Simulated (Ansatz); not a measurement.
Ansatz (a quantum-chemistry and plane-wave program) input:

Ansatz 0.2 input:
```yaml
crystal:
  lattice:
    - [3.903887863, 0.0, 0.0]
    - [-1.9519439315, 3.3808660629, 0.0]
    - [0.0, 0.0, 6.453327816]
  atoms:
    - { symbol: Si, position: [0.6666666667, 0.3333333333, 0.874477902] }
    - { symbol: Si, position: [0.3333333333, 0.6666666667, 0.374477902] }
    - { symbol: Ge, position: [0.6666666667, 0.3333333333, 0.500522098] }
    - { symbol: Ge, position: [0.3333333333, 0.6666666667, 0.000522098] }
kpoints:
  mp_grid: { grid: [7, 7, 4] }
  band_path:
    path:
      - [[0.0, 0.0, 0.0], [0.5, 0.0, 0.0], [0.3333333333, 0.3333333333, 0.0], [0.0, 0.0, 0.0], [0.0, 0.0, 0.5], [0.5, 0.0, 0.5], [0.3333333333, 0.3333333333, 0.5], [0.0, 0.0, 0.5]]  # Γ-M-K-Γ-A-L-H-A
      - [[0.5, 0.0, 0.5], [0.5, 0.0, 0.0]]  # L-M
      - [[0.3333333333, 0.3333333333, 0.5], [0.3333333333, 0.3333333333, 0.0]]  # H-K
      - [VBM, CBM]
    npoints: 8
hamiltonian:
  xc: r2scan
  pseudopotentials: { azcp: { folder: ./paw }, kind: paw_fr }
magnetization: { noncollinear: true, spin_orbit: true }
scf:
  n_extra_bands: 12
  convergence: { dr2_threshold: 0.0000000001 }
  occupations: { method: gaussian, width: 0.01 }
checkpoint: { write: soc.run }
output: { eigenvalues: true }
```

Output (shortened):

```
Pseudopotential: Si, paw, valence charge 4
Pseudopotential: Ge, paw, valence charge 14
Functional definition: r2SCAN
non-collinear run that drives no moment, with spin-orbit …
Crystal: 4 atoms, lattice volume = 85.174 Å³
Basis set: ecut = 500 eV, 2153 PW (Γ), exchange–correlation on 120×120×192 points (64 copies of the dense FFT grid, shifted against one another)
Bands: 48, of which v1, the nominal top of the filled ones, is band 36 counted from 1 (35 counted from 0)
Symmetry: 12 space group operations + 12 with time reversal
k-points: 24 of 196 (time reversal used)
Projection manifold: j_resolved (fully-relativistic pseudo-atomic orbitals)
SCF iter   1: F=—  HF=-9877.874912 eV  |F-HF|=—  |Δ(HF+E_count)|=         —  Δρ=4.20e-2  dr2=1.20e0  dr2_τ=4.19e-3  dr2_m=0.00e0 (ungated)  ethr=3.10e-3  |M|=0.00e0 ∫|m|=0.00e0 μB  |m|>n=0.0e0 m-floor=0.0e0 τ_xc=0.0e0  β_m=0.30  ⟨swp⟩=7.0  Hψ=5758  notcnv=0  defer=9
preconditioner: auto → Resta (q_TF=auto, 2.364 Å⁻¹)
spin=Noncollinear: Resta preconditioning applied to the charge; magnetization (m_x, m_y, m_z) channels mix plain (no charge-response kernel on spin).
SCF iter   2: F=—  HF=-9877.894896 eV  |F-HF|=—  |Δ(HF+E_count)|=   2.00e-2  Δρ=3.21e-2  dr2=7.16e-1  dr2_τ=6.14e-4  dr2_m=0.00e0 (ungated)  ethr=3.10e-3  |M|=0.00e0 ∫|m|=0.00e0 μB  |m|>n=0.0e0 m-floor=0.0e0 τ_xc=0.0e0  β_m=0.65  ⟨swp⟩=1.1  Hψ=1348  notcnv=0  defer=36
SCF iter   3: F=—  HF=-9877.995376 eV  |F-HF|=—  |Δ(HF+E_count)|=   1.00e-1  Δρ=3.36e-3  dr2=1.43e-2  dr2_τ=3.30e-5  dr2_m=0.00e0 (ungated)  ethr=1.99e-3  |M|=0.00e0 ∫|m|=0.00e0 μB  |m|>n=0.0e0 m-floor=0.0e0 τ_xc=0.0e0  β_m=0.57  ⟨swp⟩=2.4  Hψ=1272  notcnv=0  defer=103
SCF iter   4: F=—  HF=-9877.988248 eV  |F-HF|=—  |Δ(HF+E_count)|=   7.13e-3  Δρ=2.00e-3  dr2=4.63e-3  dr2_τ=6.35e-6  dr2_m=0.00e0 (ungated)  ethr=3.98e-5  |M|=0.00e0 ∫|m|=0.00e0 μB  |m|>n=0.0e0 m-floor=0.0e0 τ_xc=0.0e0  β_m=0.78  ⟨swp⟩=2.9  Hψ=2120  notcnv=0  defer=142
SCF iter   5: F=—  HF=-9877.989469 eV  |F-HF|=—  |Δ(HF+E_count)|=   1.22e-3  Δρ=6.35e-4  dr2=3.11e-4  dr2_τ=1.69e-6  dr2_m=0.00e0 (ungated)  ethr=1.29e-5  |M|=0.00e0 ∫|m|=0.00e0 μB  |m|>n=0.0e0 m-floor=0.0e0 τ_xc=0.0e0  β_m=0.89  ⟨swp⟩=2.7  Hψ=1600  notcnv=0  defer=142
SCF iter   6: F=—  HF=-9877.989673 eV  |F-HF|=—  |Δ(HF+E_count)|=   2.05e-4  Δρ=1.07e-4  dr2=9.53e-6  dr2_τ=2.44e-8  dr2_m=0.00e0 (ungated)  ethr=8.64e-7  |M|=0.00e0 ∫|m|=0.00e0 μB  |m|>n=0.0e0 m-floor=0.0e0 τ_xc=0.0e0  β_m=0.94  ⟨swp⟩=2.0  Hψ=1540  notcnv=0  defer=142
SCF iter   7: F=—  HF=-9877.989677 eV  |F-HF|=—  |Δ(HF+E_count)|=   3.69e-6  Δρ=1.67e-5  dr2=2.93e-7  dr2_τ=6.80e-10  dr2_m=0.00e0 (ungated)  ethr=2.65e-8  |M|=0.00e0 ∫|m|=0.00e0 μB  |m|>n=0.0e0 m-floor=0.0e0 τ_xc=0.0e0  β_m=0.97  ⟨swp⟩=2.0  Hψ=1379  notcnv=0  defer=142
SCF iter   8: F=—  HF=-9877.989647 eV  |F-HF|=—  |Δ(HF+E_count)|=   3.00e-5  Δρ=2.65e-6  dr2=7.04e-9  dr2_τ=1.46e-11  dr2_m=0.00e0 (ungated)  ethr=8.13e-10  |M|=0.00e0 ∫|m|=0.00e0 μB  |m|>n=0.0e0 m-floor=0.0e0 τ_xc=0.0e0  β_m=0.99  ⟨swp⟩=2.0  Hψ=1992  notcnv=0  defer=142
SCF iter  10: F=-9877.989647 eV  HF=-9877.989647 eV  |F-HF|=1.64e-11  |Δ(HF+E_count)|=  2.04e-10  Δρ=1.40e-7  dr2=1.38e-11  dr2_τ=3.98e-14  dr2_m=0.00e0 (ungated)  ethr=1.00e-12  |M|=0.00e0 ∫|m|=0.00e0 μB  |m|>n=0.0e0 m-floor=0.0e0 τ_xc=0.0e0  ⟨swp⟩=11.2  Hψ=4397  notcnv=0
SCF 1 converged in 10 iterations: F = -9877.989647 eV  dr2 = 1.38e-11
NSCF: frozen V_eff on 28 k-points
NSCF: frozen V_eff on 28 k-points
NSCF: frozen V_eff on 28 k-points
NSCF: frozen V_eff on 26 k-points
NSCF: frozen V_eff on 9 k-points
NSCF: frozen V_eff on 22 k-points
NSCF: frozen V_eff on 22 k-points
NSCF: frozen V_eff on 13 k-points
NSCF: frozen V_eff on 22 k-points
NSCF: frozen V_eff on 3 k-points
NSCF: frozen V_eff on 84 k-points
SCF converged after 10 iterations
Magnetization: |M| = 0.0000 μB,  M = (+0.0000, +0.0000, +0.0000) μB
Absolute magnetization: 0.0000 μB (∫|m|)
  site 0: m = (+0.0000, +0.0000, +0.0000) μB, |m| = 0.0000 μB  (R = 0.99 Å)
  site 1: m = (+0.0000, +0.0000, +0.0000) μB, |m| = 0.0000 μB  (R = 0.99 Å)
  site 2: m = (+0.0000, +0.0000, +0.0000) μB, |m| = 0.0000 μB  (R = 0.99 Å)
  site 3: m = (+0.0000, +0.0000, +0.0000) μB, |m| = 0.0000 μB  (R = 0.99 Å)
Free energy (F): -9877.989647 eV
Harris-Foulkes:  -9877.989647 eV  (|F-HF|=1.64e-11)
Internal energy: -9877.989647 eV  (E = F + TS)
E sigma→0 (E₀):  -9877.989647 eV
Fermi energy:    7.942362 eV
--- Per-component energies (eV) ---
  E_band       = -323.763946
  E_kinetic    = 266.445327
  E_local      = -4858.566939  (includes V_loc(G=0)·N_el)
  E_nonlocal   = 482.017821
  E_hartree    = 2312.478436
  E_xc         = -237.065460
  E_vxc        = -238.133650  (∫ρ·V_xc dr)
  E_paw        = -5085.014880  (= ΣΔE_a)
  E_vpaw       = -611.548872  (= ΣTr[D̂ρ^β])
  E_aug_tail   = 0.000020  (compensation charges beyond the density's cutoff)
  E_vtau       = 11.065580  (kinetic-family band-sum trace: ∫τ·v_τ [+ j·A + Jᵃ·Aᵃ] dr)
  E_ewald      = -2755.991599
  E_core_change = -2.292371  (= ΣΔE_core)
  E_smearing   =  0.000000  (= −TS)
  E_closure    = 0.000000  (closes the sum)
  Σ components = -9877.989647   (vs F -9877.989647, Δ=0.00e0)
  [band-id]    e_kinetic+e_local+e_nonlocal+2·e_hartree+e_vxc+e_vpaw+e_augmentation_tail+e_vtau = -323.763842   (vs E_band -323.763946, Δ=1.04e-4)
--- Band table (eV; the first three rows and the last of 24) ---
  k-point 0: bands = ["-17.9445", "-17.9445", "-17.9412", "-17.9412", "-17.9404", "-17.9404", "-17.9398", "-17.9398", "-17.3712", "-17.3712", "-17.3686", "-17.3686", "-17.3519", "-17.3519", "-17.3514", "-17.3514", "-17.3507", "-17.3507", "-17.3459", …
  k-point 1: bands = ["-17.9439", "-17.9439", "-17.9410", "-17.9410", "-17.9410", "-17.9410", "-17.9400", "-17.9400", "-17.3709", "-17.3709", "-17.3690", "-17.3690", "-17.3513", "-17.3513", "-17.3510", "-17.3510", "-17.3507", "-17.3507", "-17.3468", …
  k-point 2: bands = ["-17.9425", "-17.9425", "-17.9425", "-17.9425", "-17.9405", "-17.9405", "-17.9405", "-17.9405", "-17.3700", "-17.3700", "-17.3700", "-17.3700", "-17.3509", "-17.3509", "-17.3509", "-17.3509", "-17.3489", "-17.3489", "-17.3489", …
  k-point 23: bands = ["-17.9424", "-17.9424", "-17.9417", "-17.9417", "-17.9385", "-17.9385", "-17.9348", "-17.9348", "-17.3684", "-17.3684", "-17.3656", "-17.3656", "-17.3514", "-17.3514", "-17.3498", "-17.3498", "-17.3470", "-17.3470", "-17.3442", …
```

Cost: about 2.2 core-minutes (a rough figure) on shared cores.

Space group P6_3mc (wurtzite). The workflow started from a Materials Project entry (that database holds measured and hypothetical structures alike); the Crystallography Open Database copy checked does not list it. Whether it is the stable phase at ambient conditions was not checked. The r²SCAN relaxation kept the symmetry of its start; of distortions, only those at the zone centre were tested.

Potentials: the earlier of the program's two PAW sets.

Ansatz is a plane-wave DFT program.
